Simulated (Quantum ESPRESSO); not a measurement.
# Ga3GeCN3: finding a planted mistake in a log

A calculation, not a measurement. The program is pw.x of Quantum ESPRESSO 7.5 (plane-wave density functional theory). The cell is made up: 8 atoms on a wurtzite lattice, with randomly drawn elements, strain and displacements, not relaxed. PseudoDojo standard norm-conserving files (v0.5 for PBE, v0.4.1 for LDA and PBEsol) set the functional; there is no spin polarisation, spin-orbit coupling or dispersion term, and the masses in the input are unused placeholders.

Intended input:

```
&control calculation='scf', pseudo_dir='./dojo.nc.sr.pbe.v0_5.standard.upf', outdir='./o', disk_io='low', tprnfor=.true., tstress=.true. /
&system ibrav=0, nat=8, ntyp=4, nbnd=42, ecutwfc=84.00895049, nosym=.true., tot_charge=0,
 occupations='smearing', smearing='fd', degauss=0.0018374661
/
&electrons conv_thr=7.350e-09, electron_maxstep=60, /
ATOMIC_SPECIES
C 1.0 C.upf
Ga 1.0 Ga.upf
Ge 1.0 Ge.upf
N 1.0 N.upf
CELL_PARAMETERS angstrom
3.2072 0.0 0.0
0.0 5.555 0.0
0.0 0.0 5.2373
ATOMIC_POSITIONS angstrom
Ga -0.0104 0.0022 -0.0075
Ga 1.5879 2.737 0.0169
Ge 1.6249 0.9483 2.6156
Ga -0.0108 3.6998 2.6182
C 0.0182 -0.0064 1.9426
N 1.603 2.7863 1.9519
N 1.5848 0.918 4.5487
N -0.0064 3.6935 4.5945
K_POINTS automatic
5 4 4 1 1 1
```

The log is shortened where brackets say so; the opening notice, blank lines, dates and the lines on written files are dropped, and the path of the files is cut. It prints rydbergs, bohrs and kilobars, and counts compression as positive stress. Where no state is partly filled, the Fermi energy that it prints is only some level between the filled and the empty states on the mesh, and need not lie in the true gap.

Log of the intended run:

```
     Program PWSCF v.7.5
     Parallel version (MPI & OpenMP), running on       4 processor cores
     Number of MPI processes:                 4
     Threads/MPI process:                     1
     [start-up lines left out]
     bravais-lattice index     =            0
     lattice parameter (alat)  =       6.0607  a.u.
     unit-cell volume          =     629.6717 (a.u.)^3
     number of atoms/cell      =            8
     number of atomic types    =            4
     number of electrons       =        72.00
     number of Kohn-Sham states=           42
     kinetic-energy cutoff     =      84.0090  Ry
     charge density cutoff     =     336.0358  Ry
     scf convergence threshold =      7.3E-09
     mixing beta               =       0.7000
     number of iterations used =            8  plain     mixing
     Exchange-correlation= PBE
                           (   1   4   3   4   0   0   0)
     [axes and pseudopotential details left out]
   Cartesian axes
     site n.     atom                  positions (alat units)
         1        Ga     tau(   1) = (  -0.0032427   0.0006860  -0.0023385  )
         2        Ga     tau(   2) = (   0.4951048   0.8533924   0.0052694  )
         3        Ge     tau(   3) = (   0.5066413   0.2956785   0.8155400  )
         4        Ga     tau(   4) = (  -0.0033674   1.1535919   0.8163507  )
         5        C      tau(   5) = (   0.0056747  -0.0019955   0.6056997  )
         6        N      tau(   6) = (   0.4998129   0.8687640   0.6085994  )
         7        N      tau(   7) = (   0.4941382   0.2862310   1.4182776  )
         8        N      tau(   8) = (  -0.0019955   1.1516276   1.4325580  )
     number of k points=    40  Fermi-Dirac smearing, width (Ry)=  0.0018
                       cart. coord. in units 2pi/alat
        k(    1) = (   0.1000000   0.0721692   0.0765471), wk =   0.0500000
        k(    2) = (   0.1000000   0.0721692   0.2296412), wk =   0.0500000
     [further k points left out]
     Dense  grid:    65431 G-vectors     FFT dimensions: (  36,  64,  60)
     Estimated max dynamical RAM per process >     140.67 MB
     Estimated total dynamical RAM >     514.76 MB
     Initial potential from superposition of free atoms
     starting charge      71.9911, renormalised to      72.0000
     Starting wfcs are   52 randomized atomic wfcs
     total cpu time spent up to now is        2.5 secs
     per-process dynamical memory:   103.2 Mb
     Self-consistent Calculation
     iteration #  1     ecut=    84.01 Ry     beta= 0.70
     Davidson diagonalization with overlap
     ethr =  1.00E-02,  avg # of iterations =  3.0
     total cpu time spent up to now is        5.7 secs
     total energy              =    -710.98874701 Ry
     estimated scf accuracy    <       1.96710775 Ry
     iteration #  2     ecut=    84.01 Ry     beta= 0.70
     Davidson diagonalization with overlap
     ethr =  2.73E-03,  avg # of iterations =  3.3
     total cpu time spent up to now is        8.8 secs
     total energy              =    -711.56351834 Ry
     estimated scf accuracy    <       1.75769433 Ry
     [iterations 3 to 11 left out]
     iteration # 12     ecut=    84.01 Ry     beta= 0.70
     Davidson diagonalization with overlap
     ethr =  3.34E-11,  avg # of iterations =  4.3
     total cpu time spent up to now is       40.4 secs
     total energy              =    -711.87962231 Ry
     estimated scf accuracy    <       0.00000001 Ry
     iteration # 13     ecut=    84.01 Ry     beta= 0.70
     Davidson diagonalization with overlap
     ethr =  1.74E-11,  avg # of iterations =  2.0
     total cpu time spent up to now is       43.0 secs
     End of self-consistent calculation
     [lines on levels left out]
     the Fermi energy is    12.7952 ev
!    total energy              =    -711.87962231 Ry
     estimated scf accuracy    <          9.0E-10 Ry
     smearing contrib. (-TS)   =       0.00000000 Ry
     internal energy E=F+TS    =    -711.87962231 Ry
     The total energy is F=E-TS. E is the sum of the following terms:
     one-electron contribution =    -229.15205700 Ry
     hartree contribution      =     180.52483015 Ry
     xc contribution           =    -192.37318881 Ry
     ewald contribution        =    -470.87920664 Ry
     convergence has been achieved in  13 iterations
     Forces acting on atoms (cartesian axes, Ry/au):
     atom    1 type  2   force =    -0.00203102   -0.01784938   -0.00918398
     atom    2 type  2   force =     0.00378045    0.03054951   -0.02405220
     atom    3 type  3   force =    -0.00674623   -0.03134751   -0.02462955
     atom    4 type  2   force =     0.00556404    0.01477018    0.01210663
     atom    5 type  1   force =    -0.00095868    0.05286199    0.04217834
     atom    6 type  4   force =    -0.00268580   -0.04170390    0.02908672
     atom    7 type  4   force =     0.00731928    0.01293854   -0.02367411
     atom    8 type  4   force =    -0.00424204   -0.02021945   -0.00183185
     Total force =     0.111095     Total SCF correction =     0.000118
     Computing stress (Cartesian axis) and pressure
          total   stress  (Ry/bohr**3)                   (kbar)     P=       37.92
   0.00019070   0.00001389   0.00000852           28.05        2.04        1.25
   0.00001389   0.00020886   0.00000515            2.04       30.72        0.76
   0.00000852   0.00000515   0.00037372            1.25        0.76       54.98
     init_run     :      2.10s CPU      2.19s WALL (       1 calls)
     electrons    :     40.34s CPU     40.56s WALL (       1 calls)
     forces       :      0.48s CPU      0.48s WALL (       1 calls)
     stress       :      1.63s CPU      1.63s WALL (       1 calls)
     [timing details left out]
     PWSCF        :     44.89s CPU     45.24s WALL
     JOB DONE.
```

A second run was made from an input with one planted mistake. Its log:

```
     Program PWSCF v.7.5
     Parallel version (MPI & OpenMP), running on       4 processor cores
     Number of MPI processes:                 4
     Threads/MPI process:                     1
     [start-up lines left out]
     bravais-lattice index     =            0
     lattice parameter (alat)  =       6.0607  a.u.
     unit-cell volume          =     629.6717 (a.u.)^3
     number of atoms/cell      =            8
     number of atomic types    =            4
     number of electrons       =        71.00
     number of Kohn-Sham states=           42
     kinetic-energy cutoff     =      84.0090  Ry
     charge density cutoff     =     336.0358  Ry
     scf convergence threshold =      7.3E-09
     mixing beta               =       0.7000
     number of iterations used =            8  plain     mixing
     Exchange-correlation= PBE
                           (   1   4   3   4   0   0   0)
     [axes and pseudopotential details left out]
   Cartesian axes
     site n.     atom                  positions (alat units)
         1        Ga     tau(   1) = (  -0.0032427   0.0006860  -0.0023385  )
         2        Ga     tau(   2) = (   0.4951048   0.8533924   0.0052694  )
         3        Ge     tau(   3) = (   0.5066413   0.2956785   0.8155400  )
         4        Ga     tau(   4) = (  -0.0033674   1.1535919   0.8163507  )
         5        C      tau(   5) = (   0.0056747  -0.0019955   0.6056997  )
         6        N      tau(   6) = (   0.4998129   0.8687640   0.6085994  )
         7        N      tau(   7) = (   0.4941382   0.2862310   1.4182776  )
         8        N      tau(   8) = (  -0.0019955   1.1516276   1.4325580  )
     number of k points=    40  Fermi-Dirac smearing, width (Ry)=  0.0018
                       cart. coord. in units 2pi/alat
        k(    1) = (   0.1000000   0.0721692   0.0765471), wk =   0.0500000
        k(    2) = (   0.1000000   0.0721692   0.2296412), wk =   0.0500000
     [further k points left out]
     Dense  grid:    65431 G-vectors     FFT dimensions: (  36,  64,  60)
     Estimated max dynamical RAM per process >     140.67 MB
     Estimated total dynamical RAM >     514.76 MB
     Initial potential from superposition of free atoms
     starting charge      71.9911, renormalised to      71.0000
     Starting wfcs are   52 randomized atomic wfcs
     total cpu time spent up to now is        2.4 secs
     per-process dynamical memory:   103.2 Mb
     Self-consistent Calculation
     iteration #  1     ecut=    84.01 Ry     beta= 0.70
     Davidson diagonalization with overlap
     ethr =  1.00E-02,  avg # of iterations =  3.0
     total cpu time spent up to now is        6.6 secs
     total energy              =    -711.92683692 Ry
     estimated scf accuracy    <       1.63833053 Ry
     iteration #  2     ecut=    84.01 Ry     beta= 0.70
     Davidson diagonalization with overlap
     ethr =  2.31E-03,  avg # of iterations =  3.8
     total cpu time spent up to now is       10.4 secs
     total energy              =    -712.15249401 Ry
     estimated scf accuracy    <       2.33208061 Ry
     [iterations 3 to 11 left out]
     iteration # 12     ecut=    84.01 Ry     beta= 0.70
     Davidson diagonalization with overlap
     ethr =  1.05E-10,  avg # of iterations =  3.1
     total cpu time spent up to now is       41.2 secs
     total energy              =    -712.64646002 Ry
     estimated scf accuracy    <       0.00000002 Ry
     iteration # 13     ecut=    84.01 Ry     beta= 0.70
     Davidson diagonalization with overlap
     ethr =  2.55E-11,  avg # of iterations =  2.1
     total cpu time spent up to now is       44.0 secs
     End of self-consistent calculation
     [lines on levels left out]
     the Fermi energy is    10.0688 ev
!    total energy              =    -712.64646003 Ry
     estimated scf accuracy    <          2.2E-09 Ry
     smearing contrib. (-TS)   =      -0.00016575 Ry
     internal energy E=F+TS    =    -712.64629428 Ry
     The total energy is F=E-TS. E is the sum of the following terms:
     one-electron contribution =    -230.39006370 Ry
     hartree contribution      =     179.99394181 Ry
     xc contribution           =    -191.37096575 Ry
     ewald contribution        =    -470.87920664 Ry
     convergence has been achieved in  13 iterations
     Forces acting on atoms (cartesian axes, Ry/au):
     atom    1 type  2   force =    -0.00189176   -0.02144644   -0.02631670
     atom    2 type  2   force =     0.00330161    0.03229412   -0.02798054
     atom    3 type  3   force =    -0.00596408   -0.00491236   -0.00212802
     atom    4 type  2   force =     0.00514974   -0.00345501    0.02026414
     atom    5 type  1   force =    -0.00154083    0.04264557    0.03396740
     atom    6 type  4   force =    -0.00249112   -0.03861797    0.02596501
     atom    7 type  4   force =     0.00717309    0.00592224   -0.02222638
     atom    8 type  4   force =    -0.00373665   -0.01243016   -0.00154492
     Total force =     0.096975     Total SCF correction =     0.000094
     Computing stress (Cartesian axis) and pressure
          total   stress  (Ry/bohr**3)                   (kbar)     P=     -230.91
  -0.00161549   0.00001610   0.00000879         -237.65        2.37        1.29
   0.00001610  -0.00162361   0.00002125            2.37     -238.84        3.13
   0.00000879   0.00002125  -0.00147002            1.29        3.13     -216.25
     init_run     :      2.28s CPU      2.37s WALL (       1 calls)
     electrons    :     41.01s CPU     41.53s WALL (       1 calls)
     forces       :      0.69s CPU      0.69s WALL (       1 calls)
     stress       :      1.88s CPU      1.90s WALL (       1 calls)
     [timing details left out]
     PWSCF        :     45.96s CPU     46.63s WALL
     JOB DONE.
```

Question: what was wrong in the second input?

Answer: the cell has the wrong charge. The input lines that differ, file-writing options aside:

```
- &system ibrav=0, nat=8, ntyp=4, nbnd=42, ecutwfc=84.00895049, nosym=.true., tot_charge=0,
+ &system ibrav=0, nat=8, ntyp=4, nbnd=42, ecutwfc=84.00895049, nosym=.true., tot_charge=1,
```

|  | intended run | run with the mistake |
| --- | --- | --- |
| free energy (eV) | -9685.616 | -9696.049 |
| smearing term -TS (eV) | 0.0000 | -0.0023 |
| pressure (GPa) | 3.79 | -23.09 |
| largest force component (eV/Å) | 1.359 | 1.096 |
| largest change of a force component (eV/Å) |  | 0.680 |
| iterations | 13 | 13 |

For scale, a rerun of the intended cell at 1437 eV and a 7 x 6 x 6 mesh moved values by no more than 0.012 eV in energy, 0.08 GPa in stress and 0.006 eV/Å in force. The charged cell sits in a uniform background, so its energy and stress rest on the program's zero of potential.